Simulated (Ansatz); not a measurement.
BeS:
```yaml
crystal:
  lattice:
    - [0.00000, 2.43426, 2.43426]
    - [2.43426, 0.00000, 2.43426]
    - [2.43426, 2.43426, 0.00000]
  atoms:
    - { symbol: S, position: [0.75000, 0.75000, 0.75000] }
    - { symbol: Be, position: [0.00000, 0.00000, 0.00000] }
```

Relaxed with r²SCAN. Independent-particle spectrum: no excitons, no local fields, no scissors shift; 0.1 eV broadening; ε₁ of the summed bands alone.

Q: Tabulate the dielectric function from r²SCAN in the plane-wave PAW code Ansatz.

A: 

```csv
E (eV),ε₁ xx,ε₂ xx
0.0,5.18,0.00
0.4,5.19,0.00
0.8,5.22,0.00
1.2,5.27,0.00
1.6,5.35,0.00
2.0,5.45,0.00
2.4,5.59,0.00
2.8,5.76,0.00
3.2,5.97,0.00
3.6,6.25,0.00
4.0,6.59,0.00
4.4,7.05,0.00
4.8,7.66,0.00
5.2,8.53,0.00
5.6,9.89,0.00
6.0,12.55,0.00
6.4,17.44,5.25
6.8,15.18,11.40
7.2,12.79,17.75
7.6,-0.59,23.04
8.0,-0.28,12.93
8.4,-3.71,11.56
8.8,-3.77,9.69
9.2,-4.47,7.55
9.6,-4.34,5.96
10.0,-3.94,4.75
10.4,-3.58,3.85
10.8,-3.18,3.14
11.2,-2.69,2.61
11.6,-2.07,2.24
12.0,-2.07,2.41
```

Q: From ε at 7.7 eV (xx: -3.64 + 17.95i), find n, k, the normal reflectivity and the absorption coefficient.

A: n = 2.71, k = 3.313, R = 56 %, α = 2kE/ħc = 2600000 cm⁻¹.

With all bands, ε∞ without local fields is 5.20.

Space group F-43m (zinc blende). The r²SCAN relaxation kept the symmetry of its start.

Potentials: the later of the program's two PAW sets.
